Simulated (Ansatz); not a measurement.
**Be: pressure against volume, fitted**

```xyz
4
Lattice="3.7468 0.0000 0.0000 0.0000 3.7468 0.0000 0.0000 0.0000 2.2813" Properties=species:S:1:pos:R:3 pbc="T T T"
Be    1.1143    1.1143    0.0000
Be    2.6325    2.6325    0.0000
Be    0.7591    2.9877    1.1406
Be    2.9877    0.7591    1.1406
```

Atoms are numbered in the order listed.

The cell is the one relaxed in the Materials Project (mp-1008501), not relaxed further here; entries there can be hypothetical.

Method: Ansatz 0.2.0, DFT, PBEsol, all-electron LAPW, scalar-relativistic.

Settings: a Γ-centred 9×9×14 k mesh, Fermi–Dirac smearing of 0.05 eV, basis error target 1 meV/atom, no spin polarisation.

The cell is scaled evenly. Fractional coordinates are held (clamped ions).

| V (Å³/atom) | P (GPa) |
| --- | --- |
| 7.526 | 6.80 |
| 7.686 | 3.90 |
| 7.846 | 1.24 |
| 7.926 | 0.00 |
| 8.007 | -1.19 |
| 8.087 | -2.33 |
| 8.167 | -3.42 |
| 8.487 | -7.34 |

Q: Fit a third-order Birch–Murnaghan curve to the pressures.

A: P = (3B0/2)(y^(7/2) − y^(5/2))[1 + (3/4)(B0′ − 4)(y − 1)] with y = (V0/V)^(2/3) fits within 0.01 GPa for V0 = 7.926 Å³/atom, B0 = 120.4 GPa and B0′ = 3.33.

Q: Predict the pressure at the withheld volume, 8.327 Å³/atom.

A: There y = 0.9677, so the fit gives -5.47 GPa; the run gave -5.46 GPa.
